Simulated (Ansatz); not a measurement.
SCF log, ZrTiSe4

ZrTiSe4 is taken as a randomly packed, unrelaxed cell, 6 atoms in the cell.

Level of theory: DFT, PBE, PAW, plane waves, scalar-relativistic (Ansatz).

Input:

```yaml
crystal:
  lattice:
    - [4.590972, 0.2464, -1.087125]
    - [-0.166925, 4.990754, -0.517657]
    - [0.264189, -0.30378, 6.055589]
  atoms:
    - { symbol: Se, position: [0.12465, 0.948472, 0.608603] }
    - { symbol: Se, position: [0.679578, 0.71978, 0.32483] }
    - { symbol: Ti, position: [0.621769, 0.258917, 0.813773] }
    - { symbol: Se, position: [0.056557, 0.459931, 0.630891] }
    - { symbol: Se, position: [0.918134, 0.78728, 0.977006] }
    - { symbol: Zr, position: [0.215054, 0.307327, 0.184237] }
hamiltonian:
  xc: pbe
  pseudopotentials: { kind: paw }
basis:
  ecutwfc: 420
kpoints:
  mp_grid: { grid: [4, 4, 3] }
scf:
  occupations: { method: gaussian, width: 0.15 }
  lower_state_search: "off"
  max_iter: 50
output:
  forces: true
  stress: true
```

Command:
```sh
ansatz run input.yaml --threads 2 --pin off --max-ram 5120MiB --backend cpu --events-out ev --progress --plain --runs-dir out
```

Output (shortened):

```
Pseudopotentials: kind: paw
Pseudopotential: Se, paw, valence charge 16, recommended cutoff 420 eV (normal), Se.paw.azcp
Pseudopotential: Ti, paw, valence charge 12, recommended cutoff 420 eV (normal), Ti.paw.azcp
Pseudopotential: Zr, paw, valence charge 12, recommended cutoff 420 eV (normal), Zr.paw.azcp
Functional definition: PBE
Crystal: 6 atoms, lattice volume = 139.620 Å³
Basis set: ecut = 420 eV, 2727 PW (Γ), exchange–correlation on 64×72×90 points (8 copies of the dense FFT grid, shifted against one another)
Bands: 50, of which v1, the nominal top of the filled ones, is band 44 counted from 1 (43 counted from 0)
Symmetry: 1 space group operations
Space group: P1 (ITA 1), of the structure as read, at distance tolerance 5.2e-5 Å
k-points: 26 of 48 (time reversal used)
Non-local potential: Se, projectors of the file, l = 0: 2, l = 1: 2, l = 2: 3, l = 3: 1
Non-local potential: Ti, projectors of the file, l = 0: 3, l = 1: 2, l = 2: 3, l = 3: 1
Non-local potential: Zr, projectors of the file, l = 0: 3, l = 1: 2, l = 2: 2, l = 3: 2
Initial density: superposition of atomic densities (neutral atoms: chi_scale 0, normalization atom), corrected by the library's trained network
Initial wavefunctions: pseudopotential atomic-orbital guess
Functional: x = pbe(κ = 0.804, μ = 0.2195149727645171), c = pbe(β = 0.06672455060314922)
SCF iter   1: F=—  HF=-28558.905177 eV  |F-HF|=—  |Δ(HF+E_count)|=         —  Δρ=5.28e-3  dr2=2.92e-2  ethr=1.77e-3  ⟨swp⟩=5.0  Hψ=4345  notcnv=0
preconditioner: auto → Kerker (q_TF=auto, 2.526 Å⁻¹)  [metal: Δε(μ)=0.010 eV  Ē_g=6.659 eV  σ=0.150 eV  W_gap=0.04  n_scr=34 (ndim 8)  ℏωp=17.8 eV  f_vac=0.009  D(μ)=6.22/eV (n_scr^D=50)]
SCF iter   2: F=—  HF=-28558.903534 eV  |F-HF|=—  |Δ(HF+E_count)|=   1.64e-3  Δρ=3.06e-3  dr2=1.09e-2  ethr=3.31e-5  ⟨swp⟩=1.0  Hψ=1534  notcnv=0
SCF iter   3: F=—  HF=-28558.903762 eV  |F-HF|=—  |Δ(HF+E_count)|=   2.28e-4  Δρ=6.27e-4  dr2=9.42e-4  ethr=1.24e-5  ⟨swp⟩=2.0  Hψ=1593  notcnv=0
SCF iter   4: F=—  HF=-28558.903711 eV  |F-HF|=—  |Δ(HF+E_count)|=   5.11e-5  Δρ=2.43e-4  dr2=1.41e-4  ethr=1.07e-6  ⟨swp⟩=2.0  Hψ=2398  notcnv=0
SCF iter   5: F=—  HF=-28558.903709 eV  |F-HF|=—  |Δ(HF+E_count)|=   2.31e-6  Δρ=1.16e-4  dr2=3.36e-5  ethr=1.60e-7  ⟨swp⟩=2.0  Hψ=2383  notcnv=0
SCF iter   6: F=—  HF=-28558.903707 eV  |F-HF|=—  |Δ(HF+E_count)|=   2.32e-6  Δρ=4.23e-5  dr2=3.82e-6  ethr=3.82e-8  ⟨swp⟩=2.0  Hψ=2397  notcnv=0
SCF iter   7: F=—  HF=-28558.903708 eV  |F-HF|=—  |Δ(HF+E_count)|=   1.27e-6  Δρ=1.23e-5  dr2=3.21e-7  ethr=4.34e-9  ⟨swp⟩=2.0  Hψ=1630  notcnv=0
SCF iter   8: F=-28558.903708 eV  HF=-28558.903708 eV  |F-HF|=1.83e-8  |Δ(HF+E_count)|=   1.06e-7  Δρ=5.01e-6  dr2=5.76e-8  ethr=1.14e-10  ⟨swp⟩=4.0  Hψ=4837  notcnv=0
SCF 1 converged in 8 iterations: F = -28558.903708 eV  dr2 = 5.76e-8
  greatest PAW one-centre occupation: 1.000 electrons in one spin orbital (limit 2), on the Se atom at site 0 (counted from 0), in its partial waves of l = 2
SCF converged after 8 iterations
Free energy (F): -28558.903708 eV
Harris-Foulkes:  -28558.903708 eV  (|F-HF|=1.83e-8)
Internal energy: -28558.833578 eV  (E = F + TS)
E sigma→0 (E₀):  -28558.868643 eV
Entropy (-TS):   -0.070129 eV (-11.688 meV/atom)
Fermi energy:    10.654952 eV
--- Per-component energies (eV) ---
  E_band       = -1778.241044
  E_kinetic    = 1071.449503
  E_local      = -11548.383609  (includes V_loc(G=0)·N_el)
  E_nonlocal   = -2286.998258
  E_hartree    = 5534.145389
  E_xc         = -673.000964
  E_vxc        = -701.708826  (∫ρ·V_xc dr)
  E_paw        = -11649.663495  (= ΣΔE_a)
  E_vpaw       = 619.110102  (= ΣTr[D̂ρ^β])
  E_aug_tail   = -0.002236  (compensation charges beyond the density's cutoff)
  E_ewald      = -9006.379909
  E_smearing   = -0.070129  (= −TS)
  E_closure    = 0.000000  (closes the sum)
  Σ components = -28558.903708   (vs F -28558.903708, Δ=0.00e0)
--- Forces (eV/Å), atoms counted from 1 ---
  atom   1  Se     1.98355597     1.93060221     0.50722688
  atom   2  Se    -2.98573888    -1.02825518    -1.48713780
  atom   3  Ti     0.11346173    -0.35316291    -0.21234771
  atom   4  Se     2.13899798    -1.95925403    -0.50258392
  atom   5  Se    -0.95564710     1.27963693     1.69883152
  atom   6  Zr    -0.29460888     0.13051804    -0.00410692
  max |Σ_I F_I| component: 1.18e-4 eV/Å
--- Stress (GPa, compression-positive) ---
       -5.044097      -0.520384       0.793784
       -0.520384       0.308553       0.534210
        0.793786       0.534209       0.862927
  P = ⅓ Tr σ = -1.2909 GPa (-12.909 kbar)
```

The run took 16 s on 2 threads of Intel(R) Xeon(R) Processor @ 2.50GHz (Skylake/Cascade Lake), with other jobs on the host, peak memory 0.5 GiB.
